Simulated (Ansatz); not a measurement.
## TaRu: stationary points along a deformation path

The calculation used DFT r2SCAN, scalar-relativistic, plane waves, PAW (Ansatz 0.2.0). Settings: plane waves to 500 eV, k-mesh 16×16×16 (Γ-centred), Gaussian smearing 0.15 eV. Spin–orbit coupling is left out, which can shift energies with elements as heavy as these. No spin polarisation. Energies are free energies at this smearing, counted from the undisturbed cell; pressure is positive in compression.

Reference structure (as given, not relaxed at this level; it stands at -7.6 GPa, and it needn't be the usual structure):

```yaml
crystal:
  lattice:
    - [3.18700, 0.00000, 0.00000]
    - [0.00000, 3.18700, 0.00000]
    - [0.00000, 0.00000, 3.18700]
  atoms:
    - { symbol: Ta, position: [0.50000, 0.50000, 0.50000] }
    - { symbol: Ru, position: [0.00000, 0.00000, 0.00000] }
```

At fixed volume and fractional coordinates, lengths along (0.000, 0.000, 1.000) are scaled against those across it; ρ is that ratio over its starting value. V = 16.185 Å³/atom. Δσ is the stress along the axis less the mean stress across it (compression positive).

| ρ | ΔE (meV/atom) | Δσ (GPa) | space group |
| --- | --- | --- | --- |
| 0.707 | 589.3 | 47.58 | P4/mmm |
| 0.850 | 73.0 | 23.43 | P4/mmm |
| 1.000 | 0.0 | 0.00 | Pm-3m |
| 1.200 | -3.9 | -12.94 | P4/mmm |
| 1.414 | 195.6 | -18.10 | P4/mmm |

**Question.** How does the stress give the slope of the energy, and where is the energy stationary?

**Answer.** Along the path d ln(length) is 2/3 d ln ρ on the axis and −1/3 d ln ρ across it, so dE/d ln ρ = −(2/3) V Δσ: the energy falls with ρ where Δσ is positive. Δσ vanishes or changes sign at ρ = 1.000 (Pm-3m), a stationary point at 0.0 meV/atom; between ρ = 1.000 and 1.200, at least one minimum (the energy falls over this step, yet the slope at ρ = 1.200 points the other way). Pairs of stationary points between two samples would go unseen, and could change a minimum read from distant neighbours into a maximum. At ρ = 1.000 the cell is cubic, where symmetry alone makes the stress isotropic and the slope zero.

**Question.** Is the start the lowest point of the path?

**Answer.** No: ρ = 1.200 lies 3.9 meV/atom lower, with no sampled rise above the start on the way. Volume and inner coordinates are held, so a relaxed structure there would lie lower still.

In a metal these slopes depend on the k mesh and the smearing.

Cost: 5 runs of about 2.6 core-minutes in all, on Arm Neoverse V2 (shared hosts).